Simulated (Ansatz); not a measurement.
**Sn: frozen-core PAW against all-electron methods**

```xyz
1
Lattice="-1.6226 1.6226 2.9156 1.6226 -1.6226 2.9156 1.6226 1.6226 -2.9156" Properties=species:S:1:pos:R:3 pbc="T T T"
Sn    0.0000    0.0000    0.0000
```

The cell comes from COD entry 1540069, which wasn't checked; take it as a given geometry. The listed cell was then made from it by scaling, straining or moving an atom.

Spin–orbit coupling is left out, though it moves levels of the heavy atoms by tenths of an eV or more.

Methods: DFT, PBEsol, PAW with Ansatz's default frozen-core files, scalar-relativistic (Ansatz 0.2.0); DFT, PBEsol, all-electron PAW with datasets made for the crystal, scalar-relativistic (Ansatz 0.2.0); DFT, PBEsol, all-electron LAPW, scalar-relativistic (Ansatz 0.2.0).

For PAW: a Γ-centred 18×18×18 k mesh, Fermi–Dirac smearing of 0.03 eV, cutoff 420 eV, no spin polarisation; the PAW files were made with PBE, and the program remakes their frozen cores for this functional. The crystal-made all-electron datasets (AE datasets) take a cutoff of 240 eV at this cell. LAPW targets a basis error of 1 meV/atom. The Ansatz runs share mesh, smearing and spin set-up. Plane-wave (PAW) pressures include the program's estimate of the Pulay term.

Stress and pressure are positive in compression.

The change that made this cell: equal xx and yy strain of +2 %.

No spin–orbit coupling: at heavy atoms the gradients can be off by tens of per cent for that reason.

In a metal, gradients converge slowly with the k mesh: the values move by tens of per cent from one mesh to another, at times in sign, so only the comparison on one mesh counts.

| quantity | PAW | AE datasets | LAPW |
| --- | --- | --- | --- |
| pressure (GPa) | -5.41 | -5.41 | -5.41 |
| stress xx (GPa) | -4.90 | -4.90 | -4.90 |
| stress zz (GPa) | -6.43 | -6.42 | -6.42 |
| field gradient Vzz at Sn (10²¹ V/m²) | ? | ? | – |

(1) Fill in "AE datasets" for the row "field gradient Vzz at Sn (10²¹ V/m²)".

(2) Fill in "PAW" for the row "field gradient Vzz at Sn (10²¹ V/m²)".

## Answers

(1) 7.62.

(2) 7.46.
